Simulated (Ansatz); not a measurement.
Ansatz (an electronic-structure program) input:

Ansatz 0.2 input:
```yaml
crystal:
  lattice:
    - [4.9061716357, 0.0, 0.0]
    - [0.0, 4.9061716357, 0.0]
    - [0.0, 0.0, 4.9061716357]
  atoms:
    - { symbol: Ge, position: [0.0, 0.0, 0.0] }
    - { symbol: Ge, position: [0.5, 0.5, 0.5] }
    - { symbol: Mo, position: [0.25, 0.0, 0.5] }
    - { symbol: Mo, position: [0.75, 0.0, 0.5] }
    - { symbol: Mo, position: [0.5, 0.75, 0.0] }
    - { symbol: Mo, position: [0.5, 0.25, 0.0] }
    - { symbol: Mo, position: [0.0, 0.5, 0.75] }
    - { symbol: Mo, position: [0.0, 0.5, 0.25] }
kpoints:
  mp_grid: { grid: [18, 18, 18] }
hamiltonian:
  xc: pbesol
  pseudopotentials: { kind: paw }
scf:
  occupations: { method: fermi_dirac, width: 0.1 }
elastic: { mode: relaxed_ion, stencil: two_point, amplitude: 0.005, f_tol: 0.0005 }
```

Output (shortened):

```
Pseudopotentials: kind: paw
Pseudopotential: Ge, paw, valence charge 14
Pseudopotential: Mo, paw, valence charge 14
Functional definition: PBEsol
Crystal: 8 atoms, lattice volume = 118.094 Å³
Basis set: ecut = 420 eV, 2325 PW (Γ), exchange–correlation on 72×72×72 points (8 copies of the dense FFT grid, shifted against one another)
Bands: 68, of which v1, the nominal top of the filled ones, is band 56 counted from 1 (55 counted from 0)
Symmetry: 48 space group operations
Space group: Pm-3n (ITA 223), of the structure as read, at distance tolerance 4.9e-5 Å
k-points: 220 of 5832
PAW frozen core: Ge, regenerated for the run's functional, and the local potential with it
PAW frozen core: Mo, regenerated for the run's functional, and the local potential with it
Initial wavefunctions: pseudopotential atomic-orbital guess
Eigensolver: davidson
Functional: x = pbesol(κ = 0.804, μ = 0.12345679012345678), c = pbesol(β = 0.046)
all-band conjugate gradients solve this SCF's bands
SCF 1 converged in 10 iterations: F = -37893.499773 eV  dr2 = 2.89e-14
Crystal: 8 atoms, lattice volume = 117.504 Å³
Basis set: ecut = 420 eV, 2317 PW (Γ), exchange–correlation on 72×72×72 points (8 copies of the dense FFT grid, shifted against one another)
Symmetry: 16 space group operations
k-points: 550 of 5832
Initial density: handed on by an earlier stage of this run
Initial wavefunctions: pseudopotential atomic-orbital guess (no wavefunctions were taken with the density)
SCF 2 converged in 10 iterations: F = -37893.494278 eV  dr2 = 7.79e-14
relax step   1: F+E_penalty+E_count = -37893.49427848 eV  Δ(F+E_penalty+E_count) = +0.000e0 eV  max|allowed force component| = 5.599e-3 eV/Å  Δτ_max = 0.0000 Å  (10 SCF iters, accepted)
density extrapolation: transplant  |δρ|_rms = 6.195e-2 e/Å³  SAD shift = 3.257e-4 e/Å³
Crystal: 8 atoms, lattice volume = 117.504 Å³
Initial wavefunctions: those handed on with the density
SCF 3 converged in 7 iterations: F = -37893.494281 eV  dr2 = 6.91e-14
relax step   2: F+E_penalty+E_count = -37893.49428070 eV  Δ(F+E_penalty+E_count) = -2.217e-6 eV  max|allowed force component| = 7.808e-4 eV/Å  Δτ_max = 0.0002 Å  (7 SCF iters, accepted)
density extrapolation: transplant  |δρ|_rms = 6.195e-2 e/Å³  SAD shift = 5.278e-5 e/Å³
Crystal: 8 atoms, lattice volume = 117.504 Å³
SCF 4 converged in 11 iterations: F = -37893.494281 eV  dr2 = 0.0
relax step   3: F+E_penalty+E_count = -37893.49428074 eV  Δ(F+E_penalty+E_count) = -4.397e-8 eV  max|allowed force component| = 2.076e-7 eV/Å  Δτ_max = 0.0000 Å  (11 SCF iters, accepted)
Crystal: 8 atoms, lattice volume = 117.504 Å³
SCF 5 converged in 12 iterations: F = -37893.494281 eV  dr2 = 0.0
Crystal: 8 atoms, lattice volume = 118.685 Å³
SCF 6 converged in 10 iterations: F = -37893.496615 eV  dr2 = 8.13e-14
relax step   1: F+E_penalty+E_count = -37893.49661521 eV  Δ(F+E_penalty+E_count) = +0.000e0 eV  max|allowed force component| = 5.031e-3 eV/Å  Δτ_max = 0.0000 Å  (10 SCF iters, accepted)
density extrapolation: transplant  |δρ|_rms = 6.172e-2 e/Å³  SAD shift = 3.383e-4 e/Å³
Crystal: 8 atoms, lattice volume = 118.685 Å³
SCF 7 converged in 8 iterations: F = -37893.496617 eV  dr2 = 2.50e-15
relax step   2: F+E_penalty+E_count = -37893.49661710 eV  Δ(F+E_penalty+E_count) = -1.882e-6 eV  max|allowed force component| = 1.587e-4 eV/Å  Δτ_max = 0.0002 Å  (8 SCF iters, accepted)
Crystal: 8 atoms, lattice volume = 118.685 Å³
SCF 8 converged in 12 iterations: F = -37893.496617 eV  dr2 = 9.13e-19
Crystal: 8 atoms, lattice volume = 118.093 Å³
Symmetry: 8 space group operations
k-points: 910 of 5832
SCF 9 converged in 10 iterations: F = -37893.498743 eV  dr2 = 2.50e-14
relax step   1: F+E_penalty+E_count = -37893.49874296 eV  Δ(F+E_penalty+E_count) = +0.000e0 eV  max|allowed force component| = 1.131e-3 eV/Å  Δτ_max = 0.0000 Å  (10 SCF iters, accepted)
density extrapolation: transplant  |δρ|_rms = 6.184e-2 e/Å³  SAD shift = 2.698e-4 e/Å³
Crystal: 8 atoms, lattice volume = 118.093 Å³
SCF 10 converged in 7 iterations: F = -37893.498743 eV  dr2 = 1.81e-14
relax step   2: F+E_penalty+E_count = -37893.49874297 eV  Δ(F+E_penalty+E_count) = -3.609e-9 eV  max|allowed force component| = 1.130e-3 eV/Å  Δτ_max = 0.0001 Å  (7 SCF iters, accepted)
density extrapolation: transplant  |δρ|_rms = 6.184e-2 e/Å³  SAD shift = 1.343e-4 e/Å³
Crystal: 8 atoms, lattice volume = 118.093 Å³
SCF 11 converged in 11 iterations: F = -37893.498743 eV  dr2 = 0.0
relax step   3: F+E_penalty+E_count = -37893.49874313 eV  Δ(F+E_penalty+E_count) = -1.655e-7 eV  max|allowed force component| = 6.162e-5 eV/Å  Δτ_max = 0.0001 Å  (11 SCF iters, accepted)
Crystal: 8 atoms, lattice volume = 118.093 Å³
SCF 12 converged in 12 iterations: F = -37893.498743 eV  dr2 = 0.0
Crystal: 8 atoms, lattice volume = 118.093 Å³
SCF 13 converged in 10 iterations: F = -37893.498743 eV  dr2 = 2.74e-14
relax step   1: F+E_penalty+E_count = -37893.49874296 eV  Δ(F+E_penalty+E_count) = +0.000e0 eV  max|allowed force component| = 1.131e-3 eV/Å  Δτ_max = 0.0000 Å  (10 SCF iters, accepted)
density extrapolation: transplant  |δρ|_rms = 6.184e-2 e/Å³  SAD shift = 2.698e-4 e/Å³
Crystal: 8 atoms, lattice volume = 118.093 Å³
SCF 14 converged in 7 iterations: F = -37893.498743 eV  dr2 = 1.80e-14
relax step   2: F+E_penalty+E_count = -37893.49874297 eV  Δ(F+E_penalty+E_count) = -3.602e-9 eV  max|allowed force component| = 1.130e-3 eV/Å  Δτ_max = 0.0001 Å  (7 SCF iters, accepted)
density extrapolation: transplant  |δρ|_rms = 6.184e-2 e/Å³  SAD shift = 1.343e-4 e/Å³
Crystal: 8 atoms, lattice volume = 118.093 Å³
SCF 15 converged in 11 iterations: F = -37893.498743 eV  dr2 = 0.0
relax step   3: F+E_penalty+E_count = -37893.49874313 eV  Δ(F+E_penalty+E_count) = -1.655e-7 eV  max|allowed force component| = 6.162e-5 eV/Å  Δτ_max = 0.0001 Å  (11 SCF iters, accepted)
Crystal: 8 atoms, lattice volume = 118.093 Å³
SCF 16 converged in 12 iterations: F = -37893.498743 eV  dr2 = 0.0
SCF converged after 10 iterations
Free energy (F): -37893.499773 eV
Harris-Foulkes:  -37893.499773 eV  (|F-HF|=7.28e-12)
Internal energy: -37893.371026 eV  (E = F + TS)
E sigma→0 (E₀):  -37893.435400 eV
Entropy (-TS):   -0.128746 eV (-16.093 meV/atom)
Fermi energy:    20.636964 eV
--- Per-component energies (eV) ---
  E_band       = -347.457122
  E_kinetic    = 2889.275835
  E_local      = -8387.013160  (includes V_loc(G=0)·N_el)
  E_nonlocal   = 1716.964432
  E_hartree    = 3225.758478
  E_xc         = -1251.326491
  E_vxc        = -1509.782726  (∫ρ·V_xc dr)
  E_paw        = -22828.159307  (= ΣΔE_a)
  E_vpaw       = -1508.419237  (= ΣTr[D̂ρ^β])
  E_aug_tail   = 0.000778  (compensation charges beyond the density's cutoff)
  E_ewald      = -13261.963259
  E_core_change = 3.091668  (= ΣΔE_core)
  E_smearing   = -0.128746  (= −TS)
  E_closure    =  0.000000  (closes the sum)
  Σ components = -37893.499773   (vs F -37893.499773, Δ=0.00e0)
--- Forces (eV/Å), atoms counted from 1 ---
  atom   1  Ge     0.00000000     0.00000000     0.00000000
  atom   2  Ge     0.00000000     0.00000000     0.00000000
  atom   3  Mo     0.00000000     0.00000000     0.00000000
  atom   4  Mo     0.00000000     0.00000000     0.00000000
  atom   5  Mo     0.00000000     0.00000000     0.00000000
  atom   6  Mo     0.00000000     0.00000000     0.00000000
  atom   7  Mo     0.00000000     0.00000000     0.00000000
  atom   8  Mo     0.00000000     0.00000000     0.00000000
  max |Σ_I F_I| component: 6.58e-18 eV/Å
--- Stress (GPa, compression-positive) ---
        0.299403       0.000000       0.000000
        0.000000       0.299403       0.000000
        0.000000       0.000000       0.299403
  P = ⅓ Tr σ = 0.2994 GPa (2.994 kbar)
  The stress holds the Pulay correction. Without it, at fixed plane waves, as pw.x and ABINIT print it: P = 0.2647 GPa
  The stress includes an estimate of the error left by incomplete SCF convergence (largest component 0.0000 GPa).
--- Band table (eV; the first three rows and the last of 220) ---
  k-point 0: bands = ["-40.5813", "-40.4694", "-40.4694", "-40.1487", "-40.1487", "-40.1487", "-15.8143", "-15.8143", "-15.6150", "-14.8589", "-14.8589", "-14.8589", "-14.3740", "-14.3740", "-14.3740", "-14.3444", "-14.3444", "-14.3444", "-14.2200", …
  k-point 1: bands = ["-40.5799", "-40.4700", "-40.4676", "-40.1515", "-40.1487", "-40.1487", "-15.8137", "-15.8045", "-15.6108", "-14.8584", "-14.8584", "-14.8543", "-14.3851", "-14.3851", "-14.3729", "-14.3481", "-14.3324", "-14.3324", "-14.2214", …
  k-point 2: bands = ["-40.5758", "-40.4719", "-40.4622", "-40.1596", "-40.1487", "-40.1487", "-15.8120", "-15.7797", "-15.5937", "-14.8569", "-14.8569", "-14.8410", "-14.4025", "-14.4025", "-14.3694", "-14.3590", "-14.3123", "-14.3123", "-14.2255", …
  k-point 219: bands = ["-40.3309", "-40.3309", "-40.3309", "-40.3309", "-40.3309", "-40.3309", "-14.7699", "-14.7699", "-14.7411", "-14.7411", "-14.7411", "-14.7411", "-14.7411", "-14.7411", "-14.3700", "-14.3700", "-14.3700", "-14.3700", "-14.3700", …
  band table: 68 of 68 bands, residual norms ≤ 1.0e-3 eV
--- Elastic constants: 2 strain directions × 2 members + reference (group order 48) ---
  dense FFT box of the reference and of every strained cell: 36×36×36
  strains applied: 11, 23; error gains: componentwise 1.00 (the most a stress slope's error grows in a printed constant), spectral 1.73 (1 for all six strains …
  C = ∂σ_k/∂η_j (tension-positive GPa; Voigt order 11 22 33 23 13 12):
       469.365    151.877    151.877      0.000      0.000      0.000
       151.877    469.365    151.877      0.000      0.000      0.000
       151.877    151.877    469.365      0.000      0.000      0.000
         0.000      0.000      0.000    111.619      0.000      0.000
         0.000      0.000      0.000      0.000    111.619      0.000
         0.000      0.000      0.000      0.000      0.000    111.619
  reference stress σ⁰ (GPa):     -0.299     -0.299     -0.299      0.000      0.000      0.000
  moduli (Voigt/Reuss/Hill, GPa): K = 257.71/257.71/257.71   G = 130.47/126.66/128.56   E = 330.70   ν = 0.286
  mechanically stable: yes (min eigenvalue of sym C = 111.62 GPa)
  harmonic check of the ions' relaxations: strain 23: 1 pair too noisy to judge …
  the stresses are not corrected for the forces that the relaxations left standing (`elastic.f_tol`)
  strain η (Voigt 11):  stress-route row diagonal C_11 = 469.37 GPa, energy-path curvature d²(F+E_count+ΔE)/dδ²/Ω₀ = 469.38 GPa
         δ    σ_11 (GPa)             F (eV)   n_scf  n_hpsi   n_pw
    -5.000e-3      -2.6993      -37893.4942807      12  659910   2320   relax 3 steps, max|allowed force component| 2.08e-7 eV/Å
     5.000e-3       1.9944      -37893.4966171      12  660084   2345   relax 2 steps, max|allowed force component| 1.59e-4 eV/Å
  strain η (Voigt 23):  stress-route row diagonal C_44 = 111.62 GPa, energy-path curvature d²(F+E_count+ΔE)/dδ²/Ω₀ = 111.83 GPa
         δ    σ_23 (GPa)             F (eV)   n_scf  n_hpsi   n_pw
    -5.000e-3      -0.5581      -37893.4987431      12  1091264   2330   relax 3 steps, max|allowed force component| 6.16e-5 eV/Å
     5.000e-3       0.5581      -37893.4987431      12  1091442   2330   relax 3 steps, max|allowed force component| 6.16e-5 eV/Å
```

Cost: very roughly 100 core-minutes on shared cores.

The workflow started from a Materials Project entry (that database holds measured and hypothetical structures alike); the Crystallography Open Database copy checked does not list it. Whether it is the stable phase at ambient conditions was not checked. Symmetry was held in the PBEsol relaxation; its stability against distortions is not shown here. The run is not spin-polarised. As this level gives no gap, shear constants depend on the k-mesh and smearing (Fermi–Dirac, 0.1 eV here). Spin–orbit coupling is left out wherever it is not named.

Potentials: the later of the program's two PAW sets.

Ansatz is a plane-wave DFT program.
